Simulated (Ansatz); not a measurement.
## Magnetic states of MnPd$_{3}$

```
CELL_PARAMETERS angstrom
-1.95650 1.95650 7.74800
1.95650 -1.95650 7.74800
1.95650 1.95650 -7.74800
ATOMIC_POSITIONS crystal
Mn 0.12465 0.12465 0.00000
Mn 0.87535 0.87535 0.00000
Pd 0.75000 0.25000 0.50000
Pd 0.25000 0.75000 0.50000
Pd 0.50000 0.00000 0.50000
Pd 0.00000 0.50000 0.50000
Pd 0.37450 0.37450 0.00000
Pd 0.62550 0.62550 0.00000
```

All energies were calculated with Ansatz 0.2.0 (r2SCAN; 500 eV; 8×8×8 Γ-centred mesh; fermi-dirac occupations of width 0.050 eV). The atoms are fixed and numbered as listed; spin is collinear, without spin-orbit coupling.

Different starts of the self-consistent cycle ended in different solutions. Their moments in μB:

```csv
state,Mn1,Mn2,other atoms together,size of the net moment a cell
A,4.19,-4.19,0.00,0.00
B,4.21,4.21,1.51,10.03
C,0.00,0.00,0.00,0.00
```

Site moments are taken in small spheres that don't touch (radius about 0.4 of the atom's shortest bond), so those of the magnetic atoms read low, and they needn't add up to the net moment. State C was run without spin polarisation.

Q: What is the order in energy at zero smearing?

A: State A (antiparallel, compensated) is lowest; B (parallel moments) lies 8.7 meV above it, C (without moments) lies 771 meV above it, all counted an atom of the cell.

Q: Which states have a gap on the mesh, and what pressure does each exert on this cell?

A: A: no gap, 0.8 GPa; B: no gap, 1.3 GPa; C: no gap, -11.8 GPa (positive in compression). Moments take up room: without them the pressure is lower, so that state wants a smaller cell.

Q: How much does the cell gain by forming moments?

A: 771 meV an atom of the cell, or 3086 meV for each Mn atom, against state C, which has none. In a metal like this the level decides whether moments form at all, so this is no ordering energy.

The cell is that of a Crystallography Open Database entry, unchanged.

Caveats: only orders that fit this cell and collinear spins were tried, so the true order may need a larger cell or canted moments; atoms and cell are not relaxed, and each state would relax in its own way; r2SCAN overestimates the moments and magnetic energies of itinerant metals, and can make a paramagnetic metal magnetic; the k mesh is coarse, so differences of a few meV are uncertain where a state is a metal; one start a pattern, so a lower state of the same pattern may exist.
